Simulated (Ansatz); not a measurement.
## Kick test of a cell of Ba5HfO2

The cell was found from a structure generator's guess, not taken from experiment.

These are results of Ansatz, DFT PBE, scalar-relativistic, plane waves, PAW, not measurements. Settings: cutoff 420 eV, Γ-centred mesh 6×6×6 on the computed 8-atom cell, Gaussian smearing of 0.10 eV; no spin polarisation.

The cell below (8 atoms, space group R-3m (No. 166)) is relaxed within its symmetry.

```cif
data_structure
_symmetry_space_group_name_H-M 'P 1'
_symmetry_Int_Tables_number 1
_cell_length_a 7.8023
_cell_length_b 7.8023
_cell_length_c 7.8023
_cell_angle_alpha 63.123
_cell_angle_beta 63.123
_cell_angle_gamma 63.123
_cell_volume 359.12
loop_
_atom_site_label
_atom_site_type_symbol
_atom_site_fract_x
_atom_site_fract_y
_atom_site_fract_z
_atom_site_occupancy
Ba1 Ba 0.50000 0.50000 0.00000 1
Ba2 Ba 0.00000 0.50000 0.50000 1
Ba3 Ba 0.50000 0.00000 0.50000 1
Ba4 Ba 0.87477 0.87477 0.87477 1
Ba5 Ba 0.12523 0.12523 0.12523 1
Hf1 Hf 0.50000 0.50000 0.50000 1
O1 O 0.60639 0.60639 0.60639 1
O2 O 0.39361 0.39361 0.39361 1
```

For the test it was strained at random (σ = 1.5 % a component), the atoms were moved at random (σ = 0.15 Å), and all was relaxed again on a coarse 3×3×3 mesh (in the run’s order of axes) with 0.20 eV smearing, with no symmetry imposed.

These runs have no spin–orbit coupling, which can matter for Hf. The cell is a metal run without spin; a magnetic state may lie lower.

Task: What happens?

Result: It doesn't return. The energy falls by 24 meV/atom on that mesh, the volume changes by -6.8 %, and the end has space group C2 (No. 5) at a loose tolerance. Relaxed again on a 6×6×6 mesh with 0.10 eV smearing, the new structure lies 24 meV/atom below the first (mesh in the axes of the run's cell; the cell below is made exact in the group named). Space group C2 (No. 5), monoclinic, a = 12.483 Å, b = 8.016 Å, c = 7.671 Å, β = 118.8°. Ba on a site of symmetry 2 has 2 O at 2.76 Å, 2 Hf at 3.95 Å and 8 Ba at 4.10–4.25 Å; Ba on a site of symmetry 1 has 1 O at 2.60 Å, 1 O at 2.82 Å, 1 Hf at 3.80 Å, 8 Ba at 4.10–4.45 Å and 1 Hf at 4.16 Å; Hf has 2 O at 1.93 Å and 8 Ba at 3.80–4.16 Å; O is surrounded by 1 Hf at 1.93 Å, 1 Ba at 2.60 Å, 2 Ba at 2.76–2.82 Å, 1 O at 3.35 Å, 1 Ba at 4.49 Å and 2 Ba at 4.70–4.75 Å; 1 more site not described.

Space group C2 (No. 5). a = 12.483 Å, b = 8.016 Å, c = 7.671 Å, α = 90.00°, β = 118.84°, γ = 90.00°
| atom | site | symmetry | x | y | z |
| --- | --- | --- | --- | --- | --- |
| Ba | 2b | 2 | 0.0000 | 0.4889 | 0.5000 |
| Ba | 4c | 1 | 0.1970 | 0.7872 | 0.9861 |
| Ba | 4c | 1 | 0.3502 | 0.5354 | 0.5657 |
| Hf | 2a | 2 | 0.0000 | 0.3736 | 0.0000 |
| O | 4c | 1 | 0.0975 | 0.4933 | 0.9082 |
